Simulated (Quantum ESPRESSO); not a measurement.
**Band energies of KTaO3**

```xyz
5
Lattice="3.9949 0.0000 0.0000 0.0000 3.9949 0.0000 0.0000 0.0000 3.9949" Properties=species:S:1:pos:R:3 pbc="T T T"
O      0.0000     1.9974     0.0000
O      1.9974     0.0000     0.0000
O      0.0000     0.0000     1.9974
K      1.9974     1.9974     1.9974
Ta     0.0000     0.0000     0.0000
```

PBEsol (pw.x of Quantum ESPRESSO, ONCV potentials, with spin-orbit coupling); path ΓXMΓRX,MR; energies in eV from the valence-band maximum.

```csv
k (1/Å),point,band 40,band 41,band 42,band 43,band 44,band 45,band 46,band 47
0.00,Γ,-0.58,2.00,2.00,2.00,2.00,2.41,2.41,6.44
0.39,,-0.73,2.19,2.19,3.51,3.51,3.78,3.78,6.83
0.79,X,-0.79,2.28,2.28,4.86,4.86,5.13,5.13,6.86
0.98,,-1.07,2.74,2.74,4.91,4.91,5.21,5.21,7.23
1.57,M,-0.05,4.88,4.88,5.14,5.14,6.36,6.36,7.69
1.94,,-0.38,4.21,4.21,4.47,4.47,5.40,5.40,7.57
2.50,,-0.73,2.24,2.24,2.35,2.35,2.72,2.72,6.69
2.69,Γ,-0.58,2.00,2.00,2.00,2.00,2.41,2.41,6.44
3.03,,-0.92,2.81,2.81,2.92,2.92,3.26,3.26,7.29
3.37,,-0.57,4.29,4.29,4.43,4.43,4.77,4.77,8.75
3.88,,-0.05,6.11,6.11,6.15,6.15,6.60,6.60,8.85
4.05,R,0.00,6.31,6.31,6.31,6.31,6.78,6.78,8.64
4.36,,-0.14,5.61,5.61,5.91,5.91,6.29,6.29,9.17
4.68,,-0.59,4.12,4.12,5.26,5.26,5.58,5.58,9.10
5.16,X,-0.79,2.28,2.28,4.86,4.86,5.13,5.13,6.86
5.16,M,-0.05,4.88,4.88,5.14,5.14,6.36,6.36,7.69
5.47,,-0.03,5.25,5.25,5.50,5.50,6.43,6.43,8.87
5.95,R,0.00,6.31,6.31,6.31,6.31,6.78,6.78,8.64
```

The PBEsol gap is indirect, 2.00 eV, from R to Γ; the smallest direct gap is 2.58 eV.

The cell is held in this high symmetry; tilts and polar distortions were not searched.

Geometry of the Materials Project entry, not relaxed at this level.
